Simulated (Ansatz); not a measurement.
Every step of a relaxation of LaB2Rh3

DFT, PBEsol, PAW with Ansatz's default frozen-core files, scalar-relativistic (Ansatz 0.2.0); a Γ-centred 7×7×10 k mesh, Fermi–Dirac smearing of 0.05 eV, no spin polarisation. The run relaxes cell and atoms at a target pressure of 0 GPa.

Command: `ansatz run input.yaml --threads 2 --pin off --max-ram 5120MiB --backend cpu --events-out ev --progress --plain --runs-dir out` It took 34 s on 2 threads of Arm Neoverse V1, with other jobs on the host, peak memory 0.48 GiB.

```yaml
crystal:
  lattice:
    - [5.483, 0.0, 0.0]
    - [-2.7415, 4.748417289, 0.0]
    - [0.0, 0.0, 3.141]
  atoms:
    - { symbol: La, position: [0.0, 0.0, 0.0] }
    - { symbol: B, position: [0.3333333333, 0.6666666667, 0.0] }
    - { symbol: B, position: [0.6666666667, 0.3333333333, 0.0] }
    - { symbol: Rh, position: [0.5, 0.0, 0.5] }
    - { symbol: Rh, position: [0.5, 0.5, 0.5] }
    - { symbol: Rh, position: [0.0, 0.5, 0.5] }
kpoints:
  mp_grid: { grid: [7, 7, 10] }
scf:
  occupations: { method: fermi_dirac, width: 0.05 }
hamiltonian:
  xc: pbesol
  pseudopotentials: { kind: paw }
output:
  forces: true
  stress: true
  eigenvalues: true
  write_density: true
  write_potential: true
  elf: true
  volumetric_format: npy
relax:
  f_tol: 0.005
  max_steps: 50
  cell: {}
```

Each step lists its free energy a cell above the last geometry, the pressure, the cell vectors (Å), and Cartesian positions (Å) with forces (eV/Å).

The first step:

```
step 1  dF = 24.28 meV  P = -4.34 GPa
  cell 5.4830 0.0000 0.0000  -2.7415 4.7484 0.0000  0.0000 0.0000 3.1410
  La 0.0000 0.0000 0.0000   0.0000 0.0000 0.0000
  B 0.0000 3.1656 0.0000   0.0000 0.0000 0.0000
  B 2.7415 1.5828 0.0000   0.0000 0.0000 0.0000
  Rh 2.7415 0.0000 1.5705   0.0000 0.0000 0.0000
  Rh 1.3707 2.3742 1.5705   0.0000 0.0000 0.0000
  Rh -1.3707 2.3742 1.5705   0.0000 0.0000 0.0000
```

Spin–orbit coupling is left out, which matters for the heavy atoms. The PAW files were made under PBE.

Where does the relaxation end, and by which steps?

After 5 geometries, with conventional a, b, c = 5.442, 5.442, 3.123 Å, at 13.351 Å³/atom (-2.05 % against the start) in space group P6/mmm, with a shortest distance of 2.215 Å. The further steps:
```
step 2  dF = 12.80 meV  P = 3.07 GPa
  cell 5.3968 0.0000 0.0000  -2.6984 4.6738 0.0000  0.0000 0.0000 3.1349
  La 0.0000 0.0000 0.0000   0.0000 0.0000 0.0000
  B 0.0000 3.1159 0.0000   0.0000 0.0000 0.0000
  B 2.6984 1.5579 0.0000   0.0000 0.0000 0.0000
  Rh 2.6984 0.0000 1.5675   0.0000 0.0000 0.0000
  Rh 1.3492 2.3369 1.5675   0.0000 0.0000 0.0000
  Rh -1.3492 2.3369 1.5675   0.0000 0.0000 0.0000
step 3  dF = 0.26 meV  P = -0.24 GPa
  cell 5.4394 0.0000 0.0000  -2.7197 4.7107 0.0000  0.0000 0.0000 3.1301
  La 0.0000 0.0000 0.0000   0.0000 0.0000 0.0000
  B 0.0000 3.1404 0.0000   0.0000 0.0000 0.0000
  B 2.7197 1.5702 0.0000   0.0000 0.0000 0.0000
  Rh 2.7197 0.0000 1.5650   0.0000 0.0000 0.0000
  Rh 1.3599 2.3553 1.5650   0.0000 0.0000 0.0000
  Rh -1.3599 2.3553 1.5650   0.0000 0.0000 0.0000
step 4  dF = 0.07 meV  P = -0.08 GPa
  cell 5.4399 0.0000 0.0000  -2.7200 4.7111 0.0000  0.0000 0.0000 3.1269
  La 0.0000 0.0000 0.0000   0.0000 0.0000 0.0000
  B 0.0000 3.1408 0.0000   0.0000 0.0000 0.0000
  B 2.7200 1.5704 0.0000   0.0000 0.0000 0.0000
  Rh 2.7200 0.0000 1.5635   0.0000 0.0000 0.0000
  Rh 1.3600 2.3556 1.5635   0.0000 0.0000 0.0000
  Rh -1.3600 2.3556 1.5635   0.0000 0.0000 0.0000
step 5  dF = 0.00 meV  P = 0.00 GPa
  cell 5.4418 0.0000 0.0000  -2.7209 4.7127 0.0000  0.0000 0.0000 3.1235
  La 0.0000 0.0000 0.0000   0.0000 0.0000 0.0000
  B 0.0000 3.1418 0.0000   0.0000 0.0000 0.0000
  B 2.7209 1.5709 0.0000   0.0000 0.0000 0.0000
  Rh 2.7209 0.0000 1.5617   0.0000 0.0000 0.0000
  Rh 1.3604 2.3564 1.5617   0.0000 0.0000 0.0000
  Rh -1.3604 2.3564 1.5617   0.0000 0.0000 0.0000
step 6  dF = 0.96 meV  P = 0.00 GPa  (same geometry on a basis chosen anew; earlier energies don't compare to the last digit)
  cell 5.4418 0.0000 0.0000  -2.7209 4.7127 0.0000  0.0000 0.0000 3.1235
  La 0.0000 0.0000 0.0000   0.0000 0.0000 0.0000
  B 0.0000 3.1418 0.0000   0.0000 0.0000 0.0000
  B 2.7209 1.5709 0.0000   0.0000 0.0000 0.0000
  Rh 2.7209 0.0000 1.5617   0.0000 0.0000 0.0000
  Rh 1.3604 2.3564 1.5617   0.0000 0.0000 0.0000
  Rh -1.3604 2.3564 1.5617   0.0000 0.0000 0.0000
```
